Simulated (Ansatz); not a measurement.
KMgF$_{3}$ (cubic perovskite, Pm-3m) at seven volumes, the program Ansatz at the PBE level (PAW), scaled uniformly. One row is withheld.

| V (Å³/atom) | P (GPa) |
|---|---|
| 12.128 | 7.70 |
| 12.528 | ? |
| 12.928 | 2.16 |
| 13.328 | 0.00 |
| 13.728 | -1.83 |
| 14.127 | -3.39 |
| 14.527 | -4.72 |

Q: Fit the shown pressures and predict the withheld one.

A: P = (3/2)B₀(x^(7/2) − x^(5/2))[1 + (3/4)(B′ − 4)(x − 1)] with x = (V₀/V)^(2/3). Least squares on the six rows gives V₀ = 13.328 Å³/atom, B₀ = 66.2 GPa, B′ = 4.41. At V = 12.528, x = 1.0421 and P = 4.70 GPa. The run itself gave 4.70 GPa.

Symmetry was held in the PBE relaxation.

Potentials: the later of the program's two PAW sets.
